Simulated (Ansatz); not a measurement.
AgI:
Space group P6₃mc (No. 186); a = b = 4.685 Å, c = 7.662 Å, α = β = 90.00°, γ = 120.00°

```csv
atom,site,symmetry,x,y,z
I,2b,3m.,0.3333,0.6667,0.0024
Ag,2b,3m.,0.6667,0.3333,0.1276
```

Relaxed with PBE. PBE (plane waves, PAW; program Ansatz) gives a gap of 1.37 eV.

Task: What gap does HSE06 give on the same cell (Ansatz, PAW)?

Result: 2.53 eV, 1.17 eV more. The hybrid was solved on a coarser mesh and at special points; its gap is the smallest among all of these.

| k | v1 PBE | c1 PBE | v1 HSE06 | c1 HSE06 |
|---|---|---|---|---|
| Γ | 0.00 | 1.37 | 0.00 | 2.53 |
| A | -0.33 | 2.63 | (withheld) | (withheld) |
| K | -1.17 | 4.38 | -1.28 | 5.56 |
| H | -1.01 | 3.91 | (withheld) | (withheld) |
| M | -0.64 | 3.31 | (withheld) | (withheld) |
| L | -1.11 | 3.30 | (withheld) | (withheld) |

Task: Top valence (v1) and lowest conduction level (c1) in eV from each method's valence maximum (which need not be a listed point): supply the withheld HSE06 values.

Result: 
- L, v1 HSE06: -1.18
- L, c1 HSE06: 4.45
- A, v1 HSE06: -0.35
- A, c1 HSE06: 3.82
- H, v1 HSE06: -1.08
- H, c1 HSE06: 5.15
- M, v1 HSE06: -0.68
- M, c1 HSE06: 4.52

Cost on shared cores: the PBE run (SCF on a 7×7×4 mesh, then bands and DOS) about 100 core-seconds (a rough figure), the HSE06 run (SCF on 5×5×3, then a few points) about 7 core-minutes (a rough figure); the tasks are unlike.

Space group P6_3mc (wurtzite). The PBE relaxation kept the symmetry of its start; phonons on a q-mesh show no instability. The run is not spin-polarised. Spin–orbit coupling is left out wherever it is not named.

Potentials: the later of the program's two PAW sets.
